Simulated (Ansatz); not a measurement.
O:
```yaml
crystal:
  lattice:
    - [1.99612, 0.00000, 0.00000]
    - [0.00000, 1.99612, 0.00000]
    - [0.00000, 0.00000, 1.99612]
  atoms:
    - { symbol: O, position: [0.00000, 0.00000, 0.00000] }
```

Relaxed with PBE. Special points in fractions of this cell's reciprocal vectors: Γ (0.000, 0.000, 0.000); X (0.000, 0.500, 0.000); M (0.500, 0.500, 0.000); R (0.500, 0.500, 0.500).

List the band energies nearest the Fermi level at these points for PBE (plane waves, PAW; program Ansatz).

In eV from the Fermi level; about four levels below and three above (degenerate sets whole), none deeper than 8.9 eV; … stands for higher levels left out; points with the same levels are listed once.

```csv
k,below,above
Γ,–,…
X,-8.16,…
```

Space group Pm-3m (simple cubic). The cell is a constructed one: a structure type filled with these elements; neither database checked (COD, Materials Project) lists it. It is not the usual solid phase (space group No. 12). Symmetry was held in the PBE relaxation; whether a distortion lowers the energy is not shown. The workflow began spin-polarised and lost its moments. The substance is a gas or liquid at ambient conditions.

Potentials: the later of the program's two PAW sets.
